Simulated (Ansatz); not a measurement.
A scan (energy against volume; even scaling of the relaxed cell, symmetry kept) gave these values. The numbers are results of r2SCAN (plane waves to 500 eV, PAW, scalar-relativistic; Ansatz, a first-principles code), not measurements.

| Quantity | Result |
|---|---|
| Bulk modulus B₀ (third-order Birch-Murnaghan fit) | 196 GPa |
| Pressure derivative B₀′ (fit) | 4.5 |
| Equilibrium volume of the fit | 12.51 Å³/atom |

Of these crystals, all scanned alike, which one is it?
(A) Pt (fcc, Cu type)
(B) Ge (diamond)
(C) PbTe (rock salt)
(D) CoSi₂ (fluorite type, space group Fm-3m)

D, CoSi₂ (fluorite type, space group Fm-3m). The others have, for the bulk modulus: Ge 70.6 GPa, Pt 271 GPa, PbTe 42.1 GPa

All were relaxed with their symmetry unable to fall. CoSi2 is run without spin polarisation. Pt is run without spin polarisation. Spin-orbit coupling is left out.

(Under strain, the slope of the energy per volume gives the stress and its curvature an elastic modulus.)
